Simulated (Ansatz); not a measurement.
LaNi2:
```yaml
crystal:
  lattice:
    - [0.00000, 3.65495, 3.65495]
    - [3.65495, 0.00000, 3.65495]
    - [3.65495, 3.65495, 0.00000]
  atoms:
    - { symbol: La, position: [0.50000, 0.50000, 0.50000] }
    - { symbol: La, position: [0.75000, 0.75000, 0.75000] }
    - { symbol: Ni, position: [0.12500, 0.12500, 0.12500] }
    - { symbol: Ni, position: [0.62500, 0.12500, 0.12500] }
    - { symbol: Ni, position: [0.12500, 0.12500, 0.62500] }
    - { symbol: Ni, position: [0.12500, 0.62500, 0.12500] }
```

Relaxed with r²SCAN.

**Question.** Give the Bader charges and basin volumes of the independent atoms, r²SCAN (plane waves, PAW; program Ansatz).

**Answer.** 

```
atom  Bader charge (e)  Bader volume (Å³)
----  ----------------  -----------------
La1              +1.12               19.4
Ni3              -0.56               14.7
```

Space group Fd-3m (cubic Laves (MgCu2 type)). The workflow started from an entry of the Crystallography Open Database (COD). Whether it is the stable phase at ambient conditions was not checked. Symmetry was held in the r²SCAN relaxation; its stability against distortions is not shown here. The workflow began spin-polarised and lost its moments. Spin–orbit coupling is left out wherever it is not named.

Potentials: the later of the program's two PAW sets.
